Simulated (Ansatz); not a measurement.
The elements of this relaxed trial crystal are hidden behind letters.

```
lattice vectors (Å)
  -1.5436    1.5436    6.5270
   1.5436   -1.5436    6.5270
   1.5436    1.5436   -6.5270
fractional positions
X 0.0000 0.0000 0.0000
Z 0.6580 0.6580 0.0000
Z 0.3420 0.3420 0.0000
Q 0.1675 0.1675 0.0000
Q 0.8325 0.8325 0.0000
Q 0.5000 0.5000 0.0000
```

These are results of Ansatz, DFT PBE, scalar-relativistic, plane waves, PAW, not measurements. Settings of the last relaxation (6-atom cell): 420 eV, 16×16×16 k points, Gaussian smearing of 0.10 eV, no spin polarisation.

```
Space group                                 : I4/mmm (No. 139)
Conventional cell                           : a = 3.087 Å, c = 13.054 Å
Volume per atom                             : 10.37 Å³
Density                                     : 12.05 g/cm³
Energy over the elements                    : −0.19 eV/atom
Gap on the 16×16×16 mesh of the 6-atom cell : 0 eV (a metal)
```

Energies are uncorrected and count from the elements' standard states at the same level.

Task: X is a d-block element of period 4, Z is a d-block element of period 6 and Q is a p-block element of period 2. Which elements are they?

Result: X = Ti, Z = W, Q = C, so the formula is TiW2C3. Density times volume gives a mean mass of 12.05 × 10.37/1.6605 = 75.3 u per atom, and this set has 75.3 u. Around Ti lie 6 C at 2.18–2.19 Å and 8 W at 3.00 Å; W is surrounded by 1 C at 2.06 Å, 5 C at 2.19–2.28 Å and 4 Ti at 3.00 Å; C on a site of symmetry 4mm has 5 W at 2.19–2.28 Å and 1 Ti at 2.19 Å; 1 more site not described. Other sets within the hints have nearly the same mass, so mass alone doesn't settle it; this one was computed.

These runs have no spin–orbit coupling, which can matter for W. A structure relaxed within its symmetry needn't be a true minimum.
